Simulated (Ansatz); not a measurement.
These are results of DFT PBE, scalar-relativistic, plane waves, PAW (Ansatz), not measurements. All cells share a 420 eV cutoff and Γ-centred k meshes spaced at most about 0.3 Å⁻¹ (about 0.25 or finer for metals, 2π included). Collinear spin in cells that started with moments and kept them past the coarse steps, no spin elsewhere.

Temperature and zero-point effects are left out.

Two relaxed structures of SrFeO4:

A. (site moments Fe 2.6; O -1.2 μB)

Space group P-6m2 (No. 187). a = 5.334 Å, b = 5.334 Å, c = 2.884 Å, α = 90.00°, β = 90.00°, γ = 120.00°
```
atom  site  symmetry       x       y       z
  Sr    1a      -6m2  0.0000  0.0000  0.0000
  Fe    1c      -6m2  0.3333  0.6667  0.0000
   O    1e      -6m2  0.6667  0.3333  0.0000
   O    3k       mm2  0.4809  0.9618  0.5000
```

B. (site moments Fe 3.7 μB)

Space group P6/mmm (No. 191). a = 3.590 Å, b = 3.590 Å, c = 6.078 Å, α = 90.00°, β = 90.00°, γ = 120.00°
| atom | site | symmetry | x | y | z |
| --- | --- | --- | --- | --- | --- |
| Sr | 1a | 6/mmm | 0.0000 | 0.0000 | 0.0000 |
| Fe | 1b | 6/mmm | 0.0000 | 0.0000 | 0.5000 |
| O | 4h | 3m. | 0.3333 | 0.6667 | 0.2833 |

Problem. Which is lower in energy, and by how much?

Solution. A is lower, by 79 meV/atom. A has space group P-6m2 (No. 187), 11.8 Å³/atom and no gap on its mesh; B has space group P6/mmm (No. 191), 11.3 Å³/atom and no gap. Counting O atoms around Fe and Sr (those within 1.25 times the shortest such distance or 1.15 times the sum of covalent radii; the shortest distance is added where it is long for a bond), A has Sr 15, Fe 6 and B has Sr 12, Fe 12 from 2.5 Å. Their magnetic states differ too, which can make part of the margin. The lower one is the more open, so pressure narrows the difference. Both come from invented guesses.

In such compounds of Fe a zero gap at this level may well be an artefact, since no Hubbard U is applied. The magnetic state reached may not be the lowest. Cells relaxed within their symmetry can be saddle points. Some types were kept out of the candidates beforehand, so the set may lack a known form.
